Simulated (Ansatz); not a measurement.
## Mg$_{5}$CdTe$_{6}$ (P-4m2) at 2 levels of theory

One geometry, relaxed with PBE; plane waves with PAW potentials in Ansatz, scalar-relativistic. No spin polarisation. Gaps are the least over mesh and band path; pressure is positive in compression.

```xyz
12
Lattice="4.6198 0.0000 0.0000 0.0000 4.6198 0.0000 0.0000 0.0000 19.5475" Properties=species:S:1:pos:R:3 pbc="T T T"
Mg    0.0000    0.0000   16.2519
Mg    2.3099    2.3099   13.0124
Mg    0.0000    0.0000    9.7737
Mg    2.3099    2.3099    6.5350
Mg    0.0000    0.0000    3.2955
Cd    2.3099    2.3099    0.0000
Te    2.3099    0.0000   11.3930
Te    0.0000    2.3099    8.1544
Te    2.3099    0.0000    4.9152
Te    0.0000    2.3099    1.6863
Te    2.3099    0.0000   17.8612
Te    0.0000    2.3099   14.6323
```

| level | cutoff (eV) | k mesh | gap (eV) | pressure (GPa) |
| --- | --- | --- | --- | --- |
| PBE | 420 | 6×6×2 | 1.90 | 0.0 |

**Question.** What comes out on the same cell with PBEsol?

**Answer.**
| level | cutoff (eV) | k mesh | gap (eV) | pressure (GPa) |
| --- | --- | --- | --- | --- |
| PBEsol | 420 | 6×6×2 | 1.79 | -1.3 |

Spin-orbit coupling matters for the bands of heavy elements and is left out.

It was reached by relaxing an invented guess, and it needn't be the stable form of this composition.
